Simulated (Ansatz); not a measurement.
The start is a generated cell, Rh placed in the AFLOW prototype A_tP12_96_ab (as in Si). A full variable-cell relaxation at zero pressure is run with r2SCAN (plane waves to 500 eV, PAW, scalar-relativistic; Ansatz, an electronic-structure program). The first steps use a coarse 5×5×4 k-mesh.

Input geometry:
```
CELL_PARAMETERS angstrom
      5.07420     0.00000     0.00000
      0.00000     5.07420     0.00000
      0.00000     0.00000     6.39349
ATOMIC_POSITIONS crystal
  Rh 0.08490 0.08490 0.00000
  Rh 0.58490 0.41510 0.25000
  Rh 0.41510 0.58490 0.75000
  Rh 0.91510 0.91510 0.50000
  Rh 0.17520 0.37920 0.27420
  Rh 0.67520 0.12080 0.97580
  Rh 0.32480 0.87920 0.47580
  Rh 0.82480 0.62080 0.77420
  Rh 0.62080 0.82480 0.22580
  Rh 0.12080 0.67520 0.02420
  Rh 0.87920 0.32480 0.52420
  Rh 0.37920 0.17520 0.72580
```

Question: How much energy is released per atom?

Answer: About 1.4 eV/atom.

Question: How does the volume per atom move from start to end?

Answer: +6.1 %, from 13.72 to 14.56 Å³/atom.

Question: How do the shortest distances between atoms change?

Answer: The closest pairs of elements (up to four, under 3.6 Å), start → end: Rh–Rh 2.09 → 2.49 Å.

Question: What band gap does the relaxed structure have at this level?

Answer: No gap (metallic).

Question: Give the final cell and atomic positions.

Answer: 
```cif
data_Rh12
_chemical_formula_sum 'Rh12'
_space_group_name_H-M_alt 'P43212'
_space_group_IT_number 96
_space_group_name_Hall 'P 4nw 2abw'
_cell_length_a 4.82187
_cell_length_b 4.82187
_cell_length_c 7.51417
_cell_angle_alpha 90.000
_cell_angle_beta 90.000
_cell_angle_gamma 90.000
loop_
_atom_site_label
_atom_site_type_symbol
_atom_site_symmetry_multiplicity
_atom_site_Wyckoff_symbol
_atom_site_fract_x
_atom_site_fract_y
_atom_site_fract_z
_atom_site_occupancy
Rh1 Rh 4 a 0.26693 0.26693 0.50000 1
Rh2 Rh 8 b 0.40816 0.26348 0.16564 1
```

The space group stays P4₃2₁2 (No. 96) (the run could not lower it), with 12 atoms in the primitive cell. Final values are on a 8×8×5 k-mesh of the relaxed cell. The start holds a very short contact (Rh–Rh 2.09 Å). No spin polarisation in the result.

The run could not lose the symmetry of its start: the end is stationary, and may be a saddle point rather than a minimum.

The relaxed structure here is a generated cell of Rh: the first start was made by placing the elements on the sites of a structure type, and the end was not matched to a known phase here, so it may be hypothetical. Known forms of Rh include space group No. 225.
